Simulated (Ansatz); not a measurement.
NaF (rock salt)

```
NaF
1.0
    0.00000     2.35078     2.35078
    2.35078     0.00000     2.35078
    2.35078     2.35078     0.00000
F Na
1 1
Direct
  0.00000   0.00000   0.00000
  0.50000   0.50000   0.50000
```

Level of theory: PBE (plane waves to 420 eV, PAW, scalar-relativistic; Ansatz, a quantum-chemistry and plane-wave program). Harmonic phonons by density-functional perturbation theory on a 10×10×10 k mesh, in cm⁻¹; i marks imaginary ones, q is in fractions of the reciprocal vectors of the cell shown, and the three acoustic modes at Γ are left out. The non-analytic (LO-TO) term is not included, so polar modes at Γ have their transverse values. NaF was relaxed with its symmetry unable to fall. The relaxed volume of NaF is well above the measured one; the method has no dispersion term.

Does any mode at Γ, L = (0.5, 0.0, 0.0), X = (0.5, 0.5, 0.0) come out imaginary?

No imaginary mode at these points (lowest 141 cm⁻¹ at X = (0.5, 0.5, 0.0)); other wave vectors were not tested.

Predict the phonon wavenumbers at Γ, L = (0.5, 0.0, 0.0), X = (0.5, 0.5, 0.0).


```
q                              wavenumbers (cm⁻¹)
-------------------  ----------------------------
Γ                                        224 (×3)
L = (0.5, 0.0, 0.0)  163 (×2), 184 (×2), 287, 296
X = (0.5, 0.5, 0.0)  141 (×2), 239 (×2), 243, 274
```
